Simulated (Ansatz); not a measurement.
A plane-wave run on Ba$_{2}$CuSb$_{6}$F

input.yaml (Ansatz 0.2.0)

```yaml
crystal:
  lattice:
    - [0.0, 6.610665, 0.0]
    - [6.610665, 0.0, 0.0]
    - [3.305332, 3.305332, -5.110042]
  atoms:
    - { symbol: Cu, position: [0.0, 0.0, 0.0] }
    - { symbol: Sb, position: [0.244, 0.263, 0.0] }
    - { symbol: Sb, position: [0.263, 0.756, 0.0] }
    - { symbol: Sb, position: [0.756, 0.737, 0.0] }
    - { symbol: Sb, position: [0.737, 0.244, 0.0] }
    - { symbol: F, position: [0.5, 0.5, 0.0] }
    - { symbol: Sb, position: [0.281, 0.281, 0.438] }
    - { symbol: Sb, position: [0.719, 0.719, 0.562] }
    - { symbol: Ba, position: [0.75, 0.25, 0.5] }
    - { symbol: Ba, position: [0.25, 0.75, 0.5] }
  symmetry: { tolerance: 0.0003 }
kpoints:
  mp_grid: { grid: [6, 6, 6], shift: [0, 0, 0] }
  band_path:
    path:
      - [0.0, 0.0, 0.0]
      - [0.5, 0.5, 0.5]
      - [0.5, 0.5, 0.75]
      - [0.5, 0.0, 0.5]
      - [0.0, 0.0, 0.0]
      - [0.0, 0.0, 0.5]
      - [0.29080497, 0.0, 0.64540248]
      - [0.70919503, 0.0, 0.35459752]
      - [0.0, 0.0, 0.0]
      - [0.5, 0.5, 0.5]
      - [0.70919503, 0.29080497, 0.5]
    npoints: 6
magnetization:
  spin_polarized: false
scf:
  occupations: { method: fermi_dirac }
  lower_state_search: "off"
  max_iter: 200
hamiltonian:
  pseudopotentials: { kind: paw }
  xc: pbesol
basis:
  ecutwfc: 420
  fft_grid_basis: typed
output:
  forces: true
  stress: true
  eigenvalues: true
  populations: true
  elf: true
  write_potential: true
  volumetric_format: npy
  dos:
    e_range: [-12, 8]
    de: 0.05
    projected: { site_lists: { Ba: [Ba], Cu: [Cu], F: [F], Sb: [Sb] } }
checkpoint:
  read: saved_state
```

The saved state is an earlier solution for the same cell, perhaps on another mesh. 

Excerpt of what it printed:

```
SCF iter   1: F=—  Δρ=1.22e-3  dr2=4.53e-3
SCF iter   2: F=—  Δρ=9.34e-4  dr2=1.95e-3
SCF iter   3: F=—  Δρ=8.58e-4  dr2=1.81e-3
SCF iter   4: F=—  Δρ=1.78e-4  dr2=1.06e-4
SCF iter   5: F=—  Δρ=6.71e-5  dr2=9.33e-6
SCF iter   6: F=—  Δρ=2.37e-5  dr2=1.64e-6
SCF iter   7: F=—  Δρ=2.04e-5  dr2=6.97e-7
SCF iter   8: F=-57562.6546 eV  Δρ=5.06e-6  dr2=5.54e-8
Free energy (F): -57562.6546 eV
Harris-Foulkes:  -57562.6546 eV  (|F-HF|=8.33e-8)
Internal energy: -57562.5019 eV  (E = F + TS)
E sigma→0 (E₀):  -57562.5782 eV
Entropy (-TS):   -0.1527 eV (-15.270 meV/atom)
Fermi energy:    13.2569 eV
--- Per-component energies (eV) ---
  E_band       = -1164.9503
  E_kinetic    = 2125.4216
  E_local      = -16324.4972  (includes V_loc(G=0)·N_el)
  E_nonlocal   = 2771.2935
  E_hartree    = 7454.0494
  E_xc         = -1343.4673
  E_vxc        = -1090.6732  (∫ρ·V_xc dr)
  E_paw        = -39100.3189  (= ΣΔE_a)
  E_vpaw       = -3554.6209  (= ΣTr[D̂ρ^β])
  E_aug_tail   = 0.0023  (compensation charges beyond the density's cutoff)
  E_ewald      = -13147.5278
  E_core_change = 2.5427  (= ΣΔE_core)
  E_smearing   = -0.1527  (= −TS)
--- Forces (eV/Å), atoms counted from 1 ---
  atom   1  Cu     0.0000     0.0000     0.0000
  atom   2  Sb    -0.3263    -0.1833     0.0000
  atom   3  Sb     0.1833    -0.3263     0.0000
  atom   4  Sb     0.3263     0.1833     0.0000
  atom   5  Sb    -0.1833     0.3263     0.0000
  atom   6  F      0.0000     0.0000     0.0000
  atom   7  Sb     0.0000     0.0000    -2.1836
  atom   8  Sb     0.0000     0.0000     2.1836
  atom   9  Ba     0.0000     0.0000     0.0000
  atom  10  Ba     0.0000     0.0000     0.0000
--- Stress (GPa, compression-positive) ---
       20.3742       0.0000       0.0000
        0.0000      20.3742       0.0000
        0.0000       0.0000      10.5935
  P = ⅓ Tr σ = 17.1140 GPa (171.140 kbar)
--- Löwdin populations: 10 sites ---
  site symbol       q [e]
     0     Cu     18.4729
     1     Sb     15.3095
     2     Sb     15.3095
     3     Sb     15.3095
     4     Sb     15.3095
     5      F      7.5055
     6     Sb     15.3507
     7     Sb     15.3507
     8     Ba      8.3330
     9     Ba      8.3330
  spilling = 0.0104 (of n_electrons = 136.0000)
```

Origin: a known structure type with other elements, at an estimated volume, so it need not be a known compound. Caveats: many states at the Fermi level without spin polarisation, so a magnetic state may lie lower; atoms or cell far from equilibrium.
